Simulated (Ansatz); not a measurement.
Space group Fm-3m (No. 225). a = 5.246 Å, b = 5.246 Å, c = 5.246 Å, α = 90.00°, β = 90.00°, γ = 90.00°
```csv
atom,site,symmetry,x,y,z
Mn,4a,m-3m,0.0000,0.0000,0.0000
Se,4b,m-3m,0.5000,0.0000,0.0000
```

Equation of state of this MnSe structure (not necessarily the ground state), with shape and atoms relaxed at each volume where symmetry leaves them free. It has no gap at any of these volumes. Theory: DFT PBEsol, scalar-relativistic, plane waves, PAW in Ansatz 0.2.0.

Plane waves to 420 eV, a k mesh through Γ of 14×14×14 on the computed 2-atom cell and Gaussian smearing (0.10 eV); collinear spin.

```tsv
V (Å³/atom)	E − E(largest V) (meV/atom)	P (GPa)
16.964	1.80	4.20
17.505	-9.26	2.15
18.046	-13.13	0.01
18.588	-9.74	-1.99
19.129	0.00	-3.49
```

Q: Fit a third-order Birch–Murnaghan equation to E(V).

A: V0 = 18.06 Å³/atom, B0 = 69 GPa, B0' = 1.0. B0' is unusual or poorly fixed by this range.

The cell holds one magnetic atom, so it can only be ferromagnetic; an antiferromagnetic order may lie lower.